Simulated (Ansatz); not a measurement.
Relaxed Sn (beta-Sn type, space group I4_1/amd):

```xyz
2
Lattice="-2.9165 2.9165 1.5792 2.9165 -2.9165 1.5792 2.9165 2.9165 -1.5792" Properties=species:S:1:pos:R:3 pbc="T T T"
Sn     0.0000     2.9165     0.7896
Sn     0.0000     0.0000     0.0000
```

In this cell atom 2 (Sn, nearest neighbour Sn at 3.022 Å; its periodic images, 3.2 Å or more away, move with it) is moved by u·(0.707, 0.707, 0.000) + v·(0.000, 0.000, 1.000); the rest is frozen.

Level of theory: PBEsol (plane waves to 420 eV, PAW, scalar-relativistic; Ansatz, a quantum-chemistry and plane-wave program). k mesh 13×13×13 (Γ-centred), Fermi-Dirac smearing 0.05 eV. E stands for the smeared free energy. With partly filled bands, energies and forces of such displacements shift with the k mesh and the smearing. Sn was relaxed with its symmetry unable to fall. The zero of ΔE is the undisplaced structure. Axes are in Å.

Q: Estimate the ΔE (eV/cell) for all points of the grid u = -0.450, -0.225, 0.000, 0.225, 0.450 by v = -0.450, -0.225, 0.000, 0.225, 0.450.

A: ΔE (eV/cell), with u across and v down:

```
v \ u   -0.450  -0.225  0.000  0.225  0.450
------  ------  ------  -----  -----  -----
-0.450   0.435   0.129  0.033  0.129  0.435
-0.225   0.414   0.107  0.010  0.107  0.414
0.000    0.404   0.098  0.000  0.098  0.404
0.225    0.414   0.107  0.010  0.107  0.414
0.450    0.435   0.129  0.033  0.129  0.435
```

(A displaced cell: forces are minus the slopes of the energy, force constants its curvatures, and phonons follow from these.)
